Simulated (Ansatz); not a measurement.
Relaxing a structure of Si2W

The start is a relaxed Si2W cell, doubled along one cell vector, shaken by Gaussian noise of σ = 0.08 Å a coordinate. A full variable-cell relaxation at zero pressure is run with r2SCAN (plane waves to 500 eV, PAW, scalar-relativistic; Ansatz, an electronic-structure program). The first steps use a coarse 4×4×4 k-mesh.

Initial structure:
```yaml
crystal:
  lattice:
    - [6.51201, 0.00000, 0.00000]
    - [0.00000, 6.51201, 0.00000]
    - [0.00000, 0.00000, 5.44978]
  atoms:
    - { symbol: W, position: [0.49236, 0.49087, 0.25800] }
    - { symbol: W, position: [0.49868, 0.50506, 0.75994] }
    - { symbol: W, position: [0.00661, 0.00652, 0.99103] }
    - { symbol: W, position: [0.01436, 0.99986, 0.49703] }
    - { symbol: Si, position: [0.76504, 0.76735, 0.25262] }
    - { symbol: Si, position: [0.78777, 0.78404, 0.74910] }
    - { symbol: Si, position: [0.25737, 0.74567, 0.02710] }
    - { symbol: Si, position: [0.27175, 0.72377, 0.49656] }
    - { symbol: Si, position: [0.72032, 0.29690, 0.01953] }
    - { symbol: Si, position: [0.75998, 0.27590, 0.51121] }
    - { symbol: Si, position: [0.23796, 0.23409, 0.25561] }
    - { symbol: Si, position: [0.23298, 0.22325, 0.74756] }
```

Question: Which atoms feel the largest initial force, and how large is it?

Answer: About 2.4 eV/Å, on Si9 (atoms numbered as listed).

Question: By how much does the energy per atom fall from start to end?

Answer: 0.46 eV/atom.

Question: How does the volume per atom move from start to end?

Answer: -21.0 %, from 19.26 to 15.21 Å³/atom.

Question: Is the parent structure recovered?

Answer: It does not go back: it reaches C2/m (No. 12), 0.40 eV/atom below the parent.

Question: How do the shortest distances between atoms change?

Answer: The closest pairs of elements (up to four, under 3.6 Å), start → end: Si–Si 2.56 → 2.29 Å; Si–W 2.34 → 2.45 Å; W–W 2.69 → 2.53 Å.

Question: What band gap does the relaxed structure have at this level?

Answer: Zero (metallic).

Final values are on a 10×10×7 k-mesh of the relaxed cell. No spin polarisation in the result.

The relaxed structure here is a generated cell of Si2W: the first start was made by placing the elements on the sites of a structure type, and the end was not matched to a known phase here, so it may be hypothetical. Known forms of Si2W include space group No. 139.
